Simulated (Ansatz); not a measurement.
Here is the system:

AlN:
```cif
data_Al6N6
_chemical_formula_sum 'Al6 N6'
_space_group_name_H-M_alt 'P 1'
_space_group_IT_number 1
_cell_length_a 5.32835
_cell_length_b 5.32835
_cell_length_c 5.32835
_cell_angle_alpha 90.000
_cell_angle_beta 90.000
_cell_angle_gamma 90.000
loop_
_space_group_symop_operation_xyz
  'x, y, z'
loop_
_atom_site_label
_atom_site_type_symbol
_atom_site_fract_x
_atom_site_fract_y
_atom_site_fract_z
_atom_site_occupancy
Al1 Al 0.25000 0.50000 0.00000 1
Al2 Al 0.75000 0.50000 0.00000 1
Al3 Al 0.00000 0.25000 0.50000 1
Al4 Al 0.00000 0.75000 0.50000 1
Al5 Al 0.50000 0.00000 0.25000 1
Al6 Al 0.50000 0.00000 0.75000 1
N1 N 0.50000 0.25000 0.00000 1
N2 N 0.50000 0.75000 0.00000 1
N3 N 0.00000 0.50000 0.25000 1
N4 N 0.00000 0.50000 0.75000 1
N5 N 0.25000 0.00000 0.50000 1
N6 N 0.75000 0.00000 0.50000 1
```

This is the r²SCAN-relaxed structure.

Question: All from DFT-r²SCAN in the program Ansatz with PAW potentials, unless another level is named. Estimate the electron effective mass.

Answer: 0.33 mₑ (isotropic).

Question: Give the weight of the conduction-edge state by species (Voronoi cells).

Answer: N 53 %, Al 47 %.

Question: What about the weight of the valence-edge state by species (Voronoi cells)?

Answer: N 86 %, Al 14 %.

Space group Pm-3n. The start of the workflow was typed in or built on a structure type; neither database checked (COD, Materials Project) lists it. It is not the phase usual at ambient conditions (space group No. 186, 216). Symmetry was held in the r²SCAN relaxation; whether a distortion lowers the energy is not shown.

Potentials: the earlier of the program's two PAW sets.

Edges and masses are those of Kohn–Sham bands, whose gap is no quasiparticle gap.
